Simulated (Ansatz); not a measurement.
**CdPt (P4/mmm), clamped-ion strain scan**

Method: DFT PBEsol, scalar-relativistic, plane waves, PAW (Ansatz). The runs took a 420 eV cutoff, a Γ-centred 16×16×12 mesh and Gaussian smearing (0.15 eV). Spin–orbit coupling is left out, which can shift energies with elements as heavy as these. No spin polarisation. Energies are free energies at this smearing, counted from the undisturbed cell; pressure is positive in compression.

Reference structure (as given, not relaxed at this level; it stands at -4.7 GPa, and it needn't be the usual structure):

```
Cd Pt
1.0
     2.98546    0.00000    0.00000
     0.00000    2.98546    0.00000
     0.00000    0.00000    3.84605
Cd Pt
1 1
Direct
  0.00000 0.00000 0.00000
  0.50000 0.50000 0.50000
```

The cell is strained by ε times the Voigt pattern (1, 1, 0, 0, 0, 0) (xx, yy, zz, yz, xz, xy; engineering shear) with fractional coordinates fixed. The cell is metallic on the mesh throughout.

```tsv
ε	ΔE (meV/atom)	stress summed along the pattern (GPa, tension positive)	pressure (GPa)
-0.0200	-6.7	-3.89	1.7
-0.0100	-7.0	?	?
0.0000	0.0	9.64	-4.7
0.0050	6.0	12.55	-6.0
0.0150	22.4	17.83	-8.5
```

**Question.** Give the withheld values.

**Answer.** stress summed along the pattern (GPa, tension positive) at ε = -0.0100: 3.28; pressure (GPa) at ε = -0.0100: -1.7.